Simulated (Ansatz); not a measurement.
Starting cell, BaHfO3 (cubic perovskite):

```yaml
crystal:
  lattice:
    - [4.20617, 0.00000, 0.00000]
    - [0.00000, 4.20617, 0.00000]
    - [0.00000, 0.00000, 4.20617]
  atoms:
    - { symbol: Ba, position: [0.00000, 0.00000, 0.00000] }
    - { symbol: Hf, position: [0.50000, 0.50000, 0.50000] }
    - { symbol: O, position: [0.00000, 0.50000, 0.50000] }
    - { symbol: O, position: [0.50000, 0.50000, 0.00000] }
    - { symbol: O, position: [0.50000, 0.00000, 0.50000] }
```

A phonon eigenvector at Γ is frozen into this cell: atom i moves by Q times the vector below, so Q is the largest atomic displacement, in Å. The cell is held. It is one choice among 3 degenerate patterns.

| atom | x | y | z |
|---|---|---|---|
| O3 | 0.000 | 0.000 | -1.000 |
| O5 | 0.000 | 0.000 | 1.000 |

Atoms not listed stay in place.

These are PBE (plane waves to 420 eV, PAW, scalar-relativistic; Ansatz, a quantum-chemistry and plane-wave program) values and carry that method's errors. k mesh 8×8×8 (Γ-centred), Fermi-Dirac smearing 0.05 eV. The energy includes the smearing's −TS. BaHfO3 is run without spin polarisation. BaHfO3 was relaxed with its symmetry unable to fall. Spin-orbit coupling is left out, though Hf is heavy. ΔE is measured from the undisplaced structure.

| Q (Å) | ΔE (meV/cell) |
|---|---|
| -0.180 | 84.6 |
| -0.150 | 57.5 |
| -0.120 | 36.1 |
| -0.090 | withheld |
| -0.060 | 8.8 |
| -0.030 | 2.2 |
| 0.000 | 0.0 |
| 0.030 | 2.2 |
| 0.060 | 8.8 |
| 0.090 | withheld |
| 0.120 | 36.1 |
| 0.150 | 57.5 |
| 0.180 | 84.6 |

Q: Fit an even polynomial form (powers 2, 4) to the given rows and predict ΔE at Q = 0.090.

A: Least squares on the 11 given rows: ΔE = (2426)·Q² + (5732)·Q⁴, in meV/cell with Q in Å; root-mean-square residual 0.02 meV/cell. At 0.090 the fit gives 20.0 meV/cell; the calculation gives 20.0 meV/cell, the same to the digits shown. The quadratic term alone would give 19.7 meV/cell.

(A displaced cell: forces are minus the slopes of the energy, force constants its curvatures, and phonons follow from these.)
